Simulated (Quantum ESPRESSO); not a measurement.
## Different elements on one site among Hf Mg Sn

These are calculations, not measurements. They come from Quantum ESPRESSO 7.5, a public plane-wave density functional program. Each row is one single-point run on a made-up periodic cell of eight metal atoms, with elements, volume, strain and displacements drawn at random and not relaxed, so a cell may be unstable or far from any real phase. There is no spin polarisation or spin-orbit coupling.

Settings: PBE unless stated; PseudoDojo standard norm-conserving files; Fermi-Dirac width 0.25 eV, which means electrons at about 2900 K; cutoff 1143 eV; 7 x 5 x 2 k mesh shifted half a step off Gamma. E is the free energy of the whole cell (internal energy minus TS), so a -TS column is already part of it. Stress is positive in tension, and the pressure P is minus a third of its trace.

Checks: one run of this series was repeated at a higher cutoff and on a denser mesh, which moved values by no more than 0.006 eV, 0.05 GPa and 0.010 eV/Å, and a second program with other atomic files agreed on it to 2 % rms in force and 0.5 GPa in pressure. Known limits: the tin pseudopotential is less sure than most, with forces differing by about three percent from a second method on plain tin; heavy elements are run without spin-orbit coupling, which real alloys of them have; a spin test at this wide smearing found no moment, but such smearing suppresses magnetism that the real alloy may have.

The lattice is hexagonal close-packed, and the cell vectors in Å are (-3.139, 0.000, 0.000); (0.000, 0.000, -4.949); (0.000, -10.874, 0.000), a volume of 168.90 Å³. The elements on sites 1 to 8 are Hf Mg Sn Hf X Mg Hf Hf. The runs change X and keep the cell and the displaced positions. The column v is a rough volume for each atom of the pure element, close to PBE values, from general knowledge and not from these runs. Energies are left out, as each element's file has its own zero.

```
run   X  v (Å³)  -TS (eV)  force on X (eV/Å)  rms force (eV/Å)  P (GPa)
  1  Li    20.3    -1.268              0.421             0.396     3.58
  2  Sc    24.6    -1.470              0.790             0.432     6.48
  3   W    16.1    -1.634              0.740             0.472     1.19
  4  Mo    15.8    -1.691              0.552             0.448     1.48
  5  Ta    18.3         ?                  ?                 ?        ?
```

## Worked fit

A straight line through the runs shown gives P = -8.1 + 0.586 v GPa with v in Å³, an error of 0.043 on the slope and a scatter of 0.31 GPa. At this fixed volume the pressure tends to rise with the size of X.

## Withheld run

Question: what pressure should run 5, with Ta, give?

The fit gives 2.62 ± 0.35 GPa. The calculation gave 3.48 GPa. This run lies off the fit by more than twice that error, so something that the fit leaves out matters here.
